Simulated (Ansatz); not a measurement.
## KTaO₃: strain and displacement

```yaml
crystal:
  lattice:
    - [3.98830, 0.00000, 0.00000]
    - [0.00000, 3.98830, 0.00000]
    - [0.00000, 0.00000, 3.98830]
  atoms:
    - { symbol: K, position: [0.50000, 0.50000, 0.50000] }
    - { symbol: Ta, position: [0.00000, 0.00000, 0.00000] }
    - { symbol: O, position: [0.50000, 0.00000, 0.00000] }
    - { symbol: O, position: [0.00000, 0.50000, 0.00000] }
    - { symbol: O, position: [0.00000, 0.00000, 0.50000] }
```

Atom numbers follow the list: K1, Ta2, O3, O4, O5.

The geometry is COD entry 2102087, unchecked; take it as a test cell.

Spin–orbit coupling is left out, though it moves levels of the heavy atoms by tenths of an eV or more.

Method: Ansatz 0.2.0, DFT, LDA, all-electron LAPW, scalar-relativistic.

Sampling and basis: a Γ-centred 5×5×5 k mesh, Fermi–Dirac smearing of 0.01 eV, basis error target 0.5 meV/atom, no spin polarisation.

The unchanged cell is at -5.53 GPa.

x, y and z are the Cartesian axes of the cell as listed; fractional coordinates follow a strain, and an engineering shear is twice the off-diagonal strain component.

**Question.** With this change (equal xy, yz and zx engineering shear strains of -2 %), what becomes of the energy and stress and gap?

**Answer.** Energy change +5 meV/atom; stress change (xx, yy, zz, yz, xz, xy) 0.04, 0.04, 0.04, 1.99, 1.99, 1.99 GPa, compression positive; gap on the k mesh 2.19 → 2.11 eV.

**Question.** With this change (equal xy, yz and zx engineering shear strains of +1 %), what becomes of the energy and stress and gap?

**Answer.** Energy change +1 meV/atom; stress change (xx, yy, zz, yz, xz, xy) 0.01, 0.01, 0.01, -0.99, -0.99, -0.99 GPa, compression positive; gap on the k mesh 2.19 → 2.17 eV.

**Question.** With this change (equal xy, yz and zx engineering shear strains of +3 %), what becomes of the energy and stress and gap?

**Answer.** Energy change +10 meV/atom; stress change (xx, yy, zz, yz, xz, xy) 0.10, 0.10, 0.10, -2.96, -2.96, -2.96 GPa, compression positive; gap on the k mesh 2.19 → 2.11 eV.
